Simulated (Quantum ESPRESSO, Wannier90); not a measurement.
# SiO$_{2}$ (P3₂21): Wannier90 run

```
SiO2
1.0
    4.91656     0.00000     0.00000
   -2.45828     4.25787     0.00000
    0.00000     0.00000     5.43163
Si O
3 6
Cartesian
 -1.15244   1.99609   1.81054
 -1.15244  -1.99609   0.00000
  2.30488   0.00000  -1.81054
  1.37084  -1.14349  -2.45607
  0.30488   1.75892   1.16501
 -1.67571  -0.61543  -0.64553
 -1.67571   0.61543   2.45607
  1.37084   1.14349  -1.16501
  0.30488  -1.75892   0.64553
```

Cell from Materials Project (mp-6930), symmetrised, no further relaxation. COD (Crystallography Open Database) has the formula in 34 space groups, this one among them (matched by group alone). Method: PBEsol plane waves in Quantum ESPRESSO 7.5 (PseudoDojo norm-conserving files, 68 Ry, no spin polarisation, no spin-orbit coupling), Bloch states on a 4×4×4 mesh through Γ, Wannier90 4.0.1. Density: 12×12×6 mesh, cold smearing 0.01 Ry.

Functional, cutoff and mesh named above are those of the base row (PBEsol); the first column says what each row takes instead. Model: 24 functions from bands 1-24, start SCDM (isolated) (the valence bands). Energies are relative to the valence-band maximum; the misfit is to pw.x on a path, for all bands of the set. The functional changes, each with its own PseudoDojo files and their cutoffs, on the same cell. Ω_total can sit in another minimum from row to row; Ω_I of an isolated set cannot.

| functional | Ω_I (Å²) | Ω_total (Å²) | rms misfit (meV) | gap (eV) | bottom of band 1 (eV) |
|---|---|---|---|---|---|
| LDA | 11.69 | 14.44 | 0.2 | 5.76 | -19.09 |
| PBE | 11.52 | 14.23 | 0.2 | 5.99 | -19.32 |
| PBEsol | 11.63 | 14.36 | 0.2 | 5.87 | -19.27 |
